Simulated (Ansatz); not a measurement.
A distorted cell of AlNi (CsCl type):

```
CELL_PARAMETERS angstrom
      2.89304     0.00000     0.00000
      0.00000     2.89304     0.00000
      0.00000     0.00000     2.89304
ATOMIC_POSITIONS crystal
  Al 0.79261 0.00000 0.00000
  Ni 0.50000 0.50000 0.50000
```

All values below come from PBE (plane waves to 420 eV, PAW, scalar-relativistic; Ansatz, a quantum-chemistry and plane-wave program). k mesh 13×13×13 (Γ-centred), Fermi-Dirac smearing 0.05 eV. Energies are smeared free energies. Compression counts positive. With partly filled bands, energies and forces of such displacements shift with the k mesh and the smearing. AlNi is run without spin polarisation. AlNi was relaxed with its symmetry unable to fall.

Question: Predict the force on every atom, in eV/Å.

Answer: 
```csv
atom,Fx,Fy,Fz
Al1,3.241,0.000,0.000
Ni2,-3.241,0.000,0.000
```

Question: What is the stress tensor (GPa)?

Answer: 
```
    7.4      0.0      0.0
    0.0     27.3      0.0
    0.0      0.0     27.3
```
The pressure, a third of the trace, is 20.7 GPa.

Question: In it atom 1 sits (-0.600, 0.000, 0.000) Å away from its relaxed site. What is its energy relative to the relaxed cell?

Answer: 1007 meV/cell.

(For displaced atoms, the force is minus the slope of the energy, and its curvature is a force constant, which sets phonon frequencies.)
